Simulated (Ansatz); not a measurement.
**Ansatz 0.2.0, single run: Sr2ZnB6W**

Run with:

```bash
ansatz run input.yaml --threads 1 --pin off --max-ram 2560MiB --backend cpu --events-out ev --progress --plain --runs-dir out
```

Input:

```yaml
crystal:
  lattice:
    - [0.0, 3.973332, 3.973332]
    - [3.973332, 0.0, 3.973332]
    - [3.973332, 3.973332, 0.0]
  atoms:
    - { symbol: Zn, position: [0.5, 0.5, 0.5] }
    - { symbol: W, position: [0.0, 0.0, 0.0] }
    - { symbol: B, position: [0.725, 0.275, 0.275] }
    - { symbol: B, position: [0.275, 0.725, 0.275] }
    - { symbol: B, position: [0.275, 0.725, 0.725] }
    - { symbol: B, position: [0.725, 0.275, 0.725] }
    - { symbol: B, position: [0.275, 0.275, 0.725] }
    - { symbol: B, position: [0.725, 0.725, 0.275] }
    - { symbol: Sr, position: [0.25, 0.25, 0.25] }
    - { symbol: Sr, position: [0.75, 0.75, 0.75] }
  symmetry: { tolerance: 0.0003 }
kpoints:
  mp_grid: { grid: [4, 4, 4], shift: [0, 0, 0] }
magnetization:
  spin_polarized: false
scf:
  occupations: { method: fermi_dirac }
hamiltonian:
  pseudopotentials: { kind: paw }
  xc: pbe
basis:
  ecutwfc: "500 eV"
output:
  forces: true
  stress: true
  eigenvalues: true
```

Origin of the cell: a known structure type with other elements, at an estimated volume, so it need not be a known compound.

The smearing width isn't typed, so it takes its default of 0.1 eV.

Output (shortened):

```
SCF iter   1: F=—  HF=-21716.786380 eV  Δρ=1.21e-2  dr2=1.59e-1
SCF iter   2: F=—  HF=-21716.750975 eV  Δρ=4.54e-3  dr2=6.17e-2  defer=1
SCF iter   3: F=—  HF=-21716.736145 eV  Δρ=4.20e-3  dr2=2.44e-2  defer=1
SCF iter   4: F=—  HF=-21716.727171 eV  Δρ=1.52e-3  dr2=3.08e-3  defer=1
SCF iter   5: F=—  HF=-21716.726471 eV  Δρ=2.40e-4  dr2=1.40e-4  defer=1
SCF iter   6: F=—  HF=-21716.726458 eV  Δρ=1.62e-4  dr2=2.22e-5  defer=1
SCF iter   7: F=—  HF=-21716.726567 eV  Δρ=3.81e-5  dr2=2.44e-6  defer=2
SCF iter   8: F=-21716.726567 eV  HF=-21716.726567 eV  Δρ=1.02e-5  dr2=8.78e-8
SCF 1 converged in 8 iterations: F = -21716.726567 eV  dr2 = 8.78e-8
SCF converged after 8 iterations
Free energy (F): -21716.726567 eV
Harris-Foulkes:  -21716.726567 eV  (|F-HF|=2.06e-8)
Internal energy: -21716.652186 eV  (E = F + TS)
E sigma→0 (E₀):  -21716.689376 eV
Entropy (-TS):   -0.074381 eV (-7.438 meV/atom)
Fermi energy:    12.066196 eV
--- Per-component energies (eV) ---
  E_band       = -174.725601
  E_kinetic    = 1360.178575
  E_local      = -4063.960506  (includes V_loc(G=0)·N_el)
  E_nonlocal   = 1083.360058
  E_hartree    = 1442.195018
  E_xc         = -950.130129
  E_vxc        = -852.427394  (∫ρ·V_xc dr)
  E_paw        = -16232.308433  (= ΣΔE_a)
  E_vpaw       = -586.266355  (= ΣTr[D̂ρ^β])
  E_aug_tail   = -0.000103  (compensation charges beyond the density's cutoff)
  E_ewald      = -4355.986667
  E_smearing   = -0.074381  (= −TS)
  Σ components = -21716.726567   (vs F -21716.726567, Δ=0.00e0)
--- Forces (eV/Å), atoms counted from 1 ---
  atom   1  Zn     0.000000    -0.000000     0.000000
  atom   2  W     -0.000000     0.000000    -0.000000
  atom   3  B     -3.460913    -0.000000    -0.000000
  atom   4  B      0.000000    -3.460913     0.000000
  atom   5  B      3.460913     0.000000     0.000000
  atom   6  B     -0.000000     3.460913     0.000000
  atom   7  B      0.000000    -0.000000    -3.460913
  atom   8  B      0.000000     0.000000     3.460913
  atom   9  Sr    -0.000000    -0.000000    -0.000000
  atom  10  Sr     0.000000    -0.000000    -0.000000
  max |Σ_I F_I| component: 2.67e-15 eV/Å
--- Stress (GPa, compression-positive) ---
       26.114873      -0.000000       0.000000
       -0.000000      26.114873      -0.000000
        0.000000       0.000000      26.114873
  P = ⅓ Tr σ = 26.1149 GPa (261.149 kbar)
```

Caveats: no moments, though an odd count or open d shells may carry them; no spin-orbit coupling, though heavy elements are present; the given cell is far from equilibrium, with atoms too close or a volume far off; the k mesh is coarse if the cell is a metal.

The run took 6.1 s on 1 thread of Intel(R) Xeon(R) Platinum 8488C (Sapphire Rapids), on a shared host, peak memory 0.58 GiB, from the program's own first density.
